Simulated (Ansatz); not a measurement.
ZrB₂ in space group P6/mmm (No. 191; Zr on 1a, B on 2d), a = b = 3.167 Å, c = 3.552 Å, α = β = 90.00°, γ = 120.00°.

Relaxed with r²SCAN.

Task: Which orbitals make up the states near the Fermi level in DFT-r²SCAN in the program Ansatz with PAW potentials?

Result: Within 0.5 eV of the Fermi level: Zr 4d 73 %, B 2p 24 %. Projections are on Löwdin-orthogonalised atomic valence shells; empty p or d shells of many metals are not among them.

Task: Tabulate the density of states.

Result: States/eV per cell of 3 atoms, in 0.25 eV bins, energy from the Fermi level.

```csv
E (eV),total,Zr 4d,B 2p,B 2s
-7.85,0.60,0.10,0.32,0.16
-7.60,0.55,0.09,0.30,0.14
-7.35,0.48,0.09,0.26,0.12
-7.10,0.49,0.09,0.27,0.10
-6.85,0.50,0.09,0.29,0.09
-6.60,0.53,0.10,0.31,0.08
-6.35,0.57,0.10,0.35,0.07
-6.10,0.66,0.12,0.41,0.07
-5.85,0.82,0.15,0.53,0.07
-5.60,0.75,0.14,0.51,0.05
-5.35,0.95,0.16,0.69,0.05
-5.10,1.25,0.23,0.89,0.05
-4.85,1.29,0.27,0.90,0.05
-4.60,1.01,0.22,0.69,0.05
-4.35,1.21,0.31,0.80,0.04
-4.10,1.52,0.44,0.96,0.04
-3.85,1.96,0.61,1.23,0.03
-3.60,2.61,0.75,1.69,0.04
-3.35,1.68,0.51,1.08,0.02
-3.10,1.12,0.35,0.72,0.01
-2.85,1.66,0.64,0.95,0.01
-2.60,1.68,0.73,0.88,0.01
-2.35,1.24,0.65,0.54,0.01
-2.10,0.98,0.63,0.31,0.01
-1.85,0.87,0.58,0.26,0.00
-1.60,0.74,0.51,0.21,0.00
-1.35,0.61,0.43,0.16,0.00
-1.10,0.48,0.35,0.12,0.00
-0.85,0.37,0.27,0.08,0.00
-0.60,0.23,0.17,0.05,0.00
-0.35,0.15,0.11,0.03,0.00
-0.10,0.19,0.14,0.04,0.00
0.15,0.33,0.24,0.08,0.00
0.40,0.42,0.30,0.11,0.00
0.65,0.54,0.39,0.14,0.00
0.90,0.67,0.48,0.17,0.00
1.15,0.81,0.56,0.21,0.01
1.40,1.00,0.68,0.28,0.02
1.65,1.33,0.81,0.39,0.07
1.90,1.18,0.78,0.30,0.05
2.15,1.12,0.77,0.26,0.04
2.40,1.09,0.79,0.22,0.04
2.65,1.24,0.92,0.23,0.04
2.90,1.32,0.98,0.24,0.05
3.15,1.30,0.96,0.24,0.05
3.40,1.29,0.94,0.24,0.06
3.65,1.51,1.09,0.29,0.07
3.90,1.68,1.19,0.33,0.08
4.15,1.79,1.24,0.35,0.11
4.40,1.88,1.31,0.33,0.15
4.65,1.90,1.34,0.31,0.16
```

The cell was relaxed with r²SCAN under the symmetry of its start. The run is not spin-polarised. Scalar-relativistic: spin–orbit coupling is off unless named, which matters more the heavier the elements.

Potentials: the earlier of the program's two PAW sets. The files were generated under PBE; for other functionals the program regenerates the frozen cores, and for LDA and PBEsol the local potential too.
